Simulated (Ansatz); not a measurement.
Consider the following.

MgO:
```
MgO
1.0
    3.49433     0.00000     0.00000
   -1.74716     3.02618     0.00000
    0.00000     0.00000     4.19509
Mg O
2 2
Direct
  0.66667   0.33333   0.75000
  0.33333   0.66667   0.25000
  0.66667   0.33333   0.25000
  0.33333   0.66667   0.75000
```

This is the PBEsol-relaxed structure. Tensor components refer to the Cartesian frame of this cell.

Task: All from plane-wave PAW PBEsol (Ansatz code), unless another level is named. Give the Poisson's ratio.

Result: 0.29.

Task: What about the elastic constants (relaxed ions, GPa)?

Result: C11 = 182, C12 = 125, C13 = 75.3, C33 = 258, C44 = 113.

Space group P6_3/mmc. The first step of the workflow began from a Materials Project structure, measured or hypothetical; the Crystallography Open Database copy checked does not list it. It is not the phase usual at ambient conditions (space group No. 225). Symmetry was held in the PBEsol relaxation; whether a distortion lowers the energy is not shown.

Potentials: the earlier of the program's two PAW sets. The files were generated under PBE; for other functionals the program regenerates the frozen cores, and for LDA and PBEsol the local potential too.
